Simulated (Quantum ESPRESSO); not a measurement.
Si3AlC3N, a curve over strain

Computed values, not a measurement. The program is pw.x of Quantum ESPRESSO 7.5 (plane-wave density functional theory). The cell is made up: 8 atoms on a zincblende/diamond lattice, with randomly drawn elements, strain and displacements, not relaxed. PseudoDojo standard norm-conserving files (v0.5 for PBE, v0.4.1 for LDA and PBEsol) set the functional; there is no spin polarisation, spin-orbit coupling or dispersion term, and the masses in the input are unused placeholders.

Seven runs add a strain to one cell (the same along x and y); the atoms follow the cell and are not relaxed. Stress in the table is positive in tension.

Input of the run at +0.0011:

```
&control calculation='scf', pseudo_dir='./dojo.nc.sr.pbe.v0_5.standard.upf', outdir='./o', disk_io='medium', tprnfor=.true., tstress=.true. /
&system ibrav=0, nat=8, ntyp=4, nbnd=22, ecutwfc=84.00895049, nosym=.true., tot_charge=0,
 occupations='smearing', smearing='fd', degauss=0.0018374661
/
&electrons conv_thr=7.350e-09, electron_maxstep=60, /
ATOMIC_SPECIES
Al 1.0 Al.upf
C 1.0 C.upf
N 1.0 N.upf
Si 1.0 Si.upf
CELL_PARAMETERS angstrom
4.2798 0.0489 0.0182
0.0489 4.3367 0.0181
0.0182 0.0181 4.367
ATOMIC_POSITIONS angstrom
Si -0.1466 0.0257 -0.1008
Si 0.0393 2.1545 2.1442
Al 2.0147 -0.0505 2.2286
Si 2.2107 2.1952 0.0924
C 1.0642 1.0595 1.0747
C 0.9409 3.3908 3.4518
N 3.2089 1.0808 3.3113
C 3.2066 3.1347 1.1855
K_POINTS automatic
4 4 4 1 1 1
```

```
added strain  free energy less that of the input shown (eV)  stress xx (GPa)  stress yy (GPa)  stress zz (GPa)  stress xy (GPa)  pressure (GPa)  next band up at Gamma (eV)  iterations
     -0.0126                                         0.2948           -27.90           -23.42           -18.54            15.40           23.29                       0.884          12
     -0.0038                                         0.0922           -22.44           -17.93           -15.09            14.26           18.49                       0.878          12
     +0.0011                                         0.0000           -19.55           -15.04           -13.28            13.66           15.96                       0.874          12
     +0.0066                                        -0.0878           -16.44           -11.92           -11.35            13.00           13.24                       0.869          12
     +0.0119                                        -0.1568           -13.56            -9.04            -9.58            12.39           10.73                       0.863          12
     +0.0236                                        -0.2568            -7.61            -3.09            -5.95            11.13            5.55                       0.848          12
```

Question: one run is left out of the table, at +0.0162. Estimate its stress xx (GPa).

Answer: -11.31. The whole row:

```
added strain  free energy less that of the input shown (eV)  stress xx (GPa)  stress yy (GPa)  stress zz (GPa)  stress xy (GPa)  pressure (GPa)  next band up at Gamma (eV)  iterations
     +0.0162                                        -0.2015           -11.31            -6.78            -8.20            11.91            8.76                       0.858          12
```

A cubic fit gives a slope of stress xx against the added strain of 583 GPa at zero added strain, with the atoms clamped. Across the table the free energy follows the integral of the stress to within 1.7 meV. A rerun of one of the cells at 1437 eV and a 6 x 6 x 6 mesh moved values by no more than 0.005 eV in energy, 0.03 GPa in stress and 0.004 eV/Å in force. The band column is the level of band 17 at Gamma less that of band 16, whose number is half the electron count, rounded up; it comes from a band step after each run.